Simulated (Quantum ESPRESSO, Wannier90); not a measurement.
**Na₂S (anti-fluorite): Wannier90 run**

Cell from Materials Project (mp-648), symmetrised, no further relaxation. COD (Crystallography Open Database) has the formula in 2 space groups, this one among them (matched by group alone). Method: LDA plane waves in Quantum ESPRESSO 7.5 (PseudoDojo norm-conserving files, 71 Ry, no spin polarisation, no spin-orbit coupling), Bloch states on a 8×8×8 mesh through Γ, Wannier90 4.0.1. Density: 8×8×8 mesh, cold smearing 0.01 Ry.

On the energy scale of pw.x, whose zero is arbitrary, the valence-band maximum lies at 1.84 eV.

Input w.win:

```
num_bands = 4
num_wann = 4
exclude_bands = 1-8,13-29
num_iter = 1000
conv_tol = 1.0e-6
conv_window = 4
write_hr = true
write_u_matrices = true
begin projections
f=0.3397,-0.3824,0.4892:s
f=-0.4558,0.0554,-0.0639:s
f=0.2074,-0.1288,0.4562:s
f=-0.2849,-0.3836,0.1906:s
end projections
begin unit_cell_cart
ang
    0.0000000000    3.2491550000    3.2491550000
    3.2491550000    0.0000000000    3.2491550000
    3.2491550000    3.2491550000    0.0000000000
end unit_cell_cart
begin atoms_frac
Na   0.2500000000  0.2500000000  0.2500000000
Na  -0.2500000000 -0.2500000000 -0.2500000000
S    0.0000000000  0.0000000000  0.0000000000
end atoms_frac
mp_grid = 8 8 8
begin kpoints
0.0000000000 0.0000000000 0.0000000000
0.0000000000 0.0000000000 0.1250000000
0.0000000000 0.0000000000 0.2500000000
... (509 more lines: the 8x8x8 mesh through Gamma)
end kpoints
```

Input of pw2wannier90.x that gives the overlap and projection files (equivalent; here they were cut from one run over all bands):

```
&inputpp
  outdir = './out'
  prefix = 'pwscf'
  seedname = 'w'
  write_amn = .true.
  write_mmn = .true.
/
```

Output w.wout (banner and timings cut):

```
                                    ------
                                    SYSTEM
                                    ------

                              Lattice Vectors (Ang)
                    a_1     0.000000   3.249155   3.249155
                    a_2     3.249155   0.000000   3.249155
                    a_3     3.249155   3.249155   0.000000

                   Unit Cell Volume:      68.60271  (Ang^3)

                        Reciprocal-Space Vectors (Ang^-1)
                    b_1    -0.966895   0.966895   0.966895
                    b_2     0.966895  -0.966895   0.966895
                    b_3     0.966895   0.966895  -0.966895

 *----------------------------------------------------------------------------*
 |   Site       Fractional Coordinate          Cartesian Coordinate (Ang)     |
 +----------------------------------------------------------------------------+
 | na   1   0.25000   0.25000   0.25000   |    1.62458   1.62458   1.62458    |
 | na   2  -0.25000  -0.25000  -0.25000   |   -1.62458  -1.62458  -1.62458    |
 | s    1   0.00000   0.00000   0.00000   |    0.00000   0.00000   0.00000    |
 *----------------------------------------------------------------------------*
                                ------------
                                K-POINT GRID
                                ------------

             Grid size =  8 x  8 x  8      Total points =  512

 *---------------------------------- MAIN ------------------------------------*
 |  Number of Wannier Functions               :                 4             |
 |  Number of Objective Wannier Functions     :                 4             |
 |  Number of input Bloch states              :                 4             |
 |  Output verbosity (1=low, 5=high)          :                 1             |
 |  Timing Level (1=low, 5=high)              :                 1             |
 |  Optimisation (0=memory, 3=speed)          :                 3             |
 |  Length Unit                               :               Ang             |
 |  Post-processing setup (write *.nnkp)      :                 F             |
 |  Using Gamma-only branch of algorithms     :                 F             |
 *----------------------------------------------------------------------------*
 *------------------------------- WANNIERISE ---------------------------------*
 |  Total number of iterations                :              1000             |
 |  Number of CG steps before reset           :                 5             |
 |  Trial step length for line search         :             2.000             |
 |  Convergence tolerence                     :         0.100E-05             |
 |  Convergence window                        :                 4             |
 |  Iterations between writing output         :                 1             |
 |  Iterations between backing up to disk     :               100             |
 |  Write r^2_nm to file                      :                 F             |
 |  Write xyz WF centres to file              :                 F             |
 |  Write on-site energies <0n|H|0n> to file  :                 F             |
 |  Use guiding centre to control phases      :                 F             |
 |  Use phases for initial projections        :                 F             |
 *----------------------------------------------------------------------------*
 *-------------------------------- PLOTTING ----------------------------------*
 |  Plotting Hamiltonian in WF basis          :                 T             |
 *----------------------------------------------------------------------------*

       ... (k-mesh section left out)

 Starting a new Wannier90 calculation ...

 Reading overlaps from w.mmn

 Reading projections from w.amn

 *------------------------------- WANNIERISE ---------------------------------*
 +--------------------------------------------------------------------+<-- CONV
 | Iter  Delta Spread     RMS Gradient      Spread (Ang^2)            |<-- CONV
 +--------------------------------------------------------------------+<-- CONV

 ------------------------------------------------------------------------------
 Initial State
  WF centre and spread    1  ( -0.591757,  1.560754, -1.224569 )    19.90939517
  WF centre and spread    2  (  0.049650, -1.019880, -0.927101 )     9.14270721
  WF centre and spread    3  (  1.679221,  2.063324, -0.011660 )    13.02599052
  WF centre and spread    4  ( -0.812898,  0.001781, -1.030095 )     9.96746507
  Sum of centres and spreads (  0.324216,  2.605980, -3.193424 )    52.04555797

      0     0.520E+02     0.0000000000       52.0455579723  <-- CONV
        O_D=     13.7554543 O_OD=     32.9712165 O_TOT=     52.0455580 <-- SPRD
 ------------------------------------------------------------------------------
      1    -0.350E+01     4.9802243871       48.5438448893  <-- CONV
        O_D=     10.7338765 O_OD=     32.4910812 O_TOT=     48.5438449 <-- SPRD
      2    -0.108E+01     2.8456798286       47.4656628101  <-- CONV
        O_D=      9.9515620 O_OD=     32.1952137 O_TOT=     47.4656628 <-- SPRD
      3    -0.560E+01     2.1622815438       41.8608025252  <-- CONV
        O_D=      7.3327658 O_OD=     29.2091495 O_TOT=     41.8608025 <-- SPRD
      4    -0.215E+00     5.0106252448       41.6461921816  <-- CONV
        O_D=      7.1391688 O_OD=     29.1881362 O_TOT=     41.6461922 <-- SPRD
      5    -0.101E+01     2.7384689576       40.6316507931  <-- CONV
        O_D=      6.4074070 O_OD=     28.9053566 O_TOT=     40.6316508 <-- SPRD
       ... (lines left out)
    100    -0.724E-02     0.9187062355       15.5729392594  <-- CONV
        O_D=      0.1220120 O_OD=     10.1320401 O_TOT=     15.5729393 <-- SPRD
       ... (lines left out)
    200    -0.118E-02     1.1684678479       15.1727340578  <-- CONV
        O_D=      0.0957513 O_OD=      9.7580956 O_TOT=     15.1727341 <-- SPRD
       ... (lines left out)
    300    -0.248E-02     0.9451656684       14.8513392489  <-- CONV
        O_D=      0.0758364 O_OD=      9.4566157 O_TOT=     14.8513392 <-- SPRD
       ... (lines left out)
    400    -0.522E-03     1.0080709429       14.5848465519  <-- CONV
        O_D=      0.0663651 O_OD=      9.1995943 O_TOT=     14.5848466 <-- SPRD
       ... (lines left out)
    500    -0.146E-02     1.4814065881       14.4613157073  <-- CONV
        O_D=      0.0626348 O_OD=      9.0797937 O_TOT=     14.4613157 <-- SPRD
       ... (lines left out)
    600    -0.364E-01     2.4082739029       13.5559618778  <-- CONV
        O_D=      0.1479719 O_OD=      8.0891029 O_TOT=     13.5559619 <-- SPRD
       ... (lines left out)
    700    -0.127E+00     1.5960215003       12.5502844727  <-- CONV
        O_D=      0.2769694 O_OD=      6.9544279 O_TOT=     12.5502845 <-- SPRD
       ... (lines left out)
    800    -0.374E-03     0.0137504575        6.4160973461  <-- CONV
        O_D=      0.0001365 O_OD=      1.0970737 O_TOT=      6.4160973 <-- SPRD
       ... (lines left out)
    900    -0.274E-05     0.0012489997        6.4083349328  <-- CONV
        O_D=      0.0000538 O_OD=      1.0893940 O_TOT=      6.4083349 <-- SPRD
       ... (lines left out)
    942    -0.997E-06     0.0007015506        6.4082742786  <-- CONV
        O_D=      0.0000529 O_OD=      1.0893343 O_TOT=      6.4082743 <-- SPRD
    943    -0.978E-06     0.0009812744        6.4082733007  <-- CONV
        O_D=      0.0000526 O_OD=      1.0893336 O_TOT=      6.4082733 <-- SPRD
    944    -0.865E-06     0.0006934238        6.4082724357  <-- CONV
        O_D=      0.0000525 O_OD=      1.0893327 O_TOT=      6.4082724 <-- SPRD
             <<<     Delta < 1.000E-06  over  4 iterations     >>>
             <<< Wannierisation convergence criteria satisfied >>>
 Final State
  WF centre and spread    1  ( -2.870442,  0.279625, -3.037615 )     1.60186591
  WF centre and spread    2  (  0.195910, -0.435558, -0.194526 )     1.60223904
  WF centre and spread    3  (  2.897841,  3.134765,  0.360474 )     1.60139388
  WF centre and spread    4  ( -0.223493,  0.271381, -0.377373 )     1.60277361
  Sum of centres and spreads ( -0.000184,  3.250213, -3.249040 )     6.40827244

         Spreads (Ang^2)       Omega I      =     5.318887151
        ================       Omega D      =     0.000052549
                               Omega OD     =     1.089332736
    Final Spread (Ang^2)       Omega Total  =     6.408272436
```
